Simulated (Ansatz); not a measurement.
One atom moved along a line in Pt

Level of theory: Ansatz, DFT PBEsol, scalar-relativistic, plane waves, PAW. Cutoff 420 eV, Γ-centred 10×10×10 k-points, Gaussian smearing of 0.15 eV. Spin–orbit coupling is left out, which can shift energies with elements as heavy as these. No spin polarisation. Energies are free energies at this smearing, counted from the undisturbed cell; pressure is positive in compression.

Zero of the scan (as given, not relaxed at this level; it stands at 0.6 GPa):

```xyz
8
Lattice="0.0000 3.9158 3.9158 3.9158 0.0000 3.9158 3.9158 3.9158 0.0000" Properties=species:S:1:pos:R:3 pbc="T T T"
Pt    0.0000    0.0000    0.0000
Pt    1.9579    1.9579    0.0000
Pt    1.9579    0.0000    1.9579
Pt    3.9158    1.9579    1.9579
Pt    0.0000    1.9579    1.9579
Pt    1.9579    3.9158    1.9579
Pt    1.9579    1.9579    3.9158
Pt    3.9158    3.9158    3.9158
```

Atom 1 (Pt) is moved by x along the Cartesian unit vector (0.707, 0.707, 0.000); the cell and all other atoms stay fixed. The cell is metallic on the mesh throughout.

Over the sampled range (-0.3000 to 0.2625), is the undisturbed cell the lowest point?

Yes, every other sampled point lies higher.

The scan:

```
  x (Å)  ΔE (meV/cell)
-0.3000          626.7
-0.1500          152.1
 0.0000            0.0
 0.0375            9.4
 0.0750           37.8
 0.1125           85.2
 0.1875          239.0
 0.2250          346.4
 0.2625          475.3
```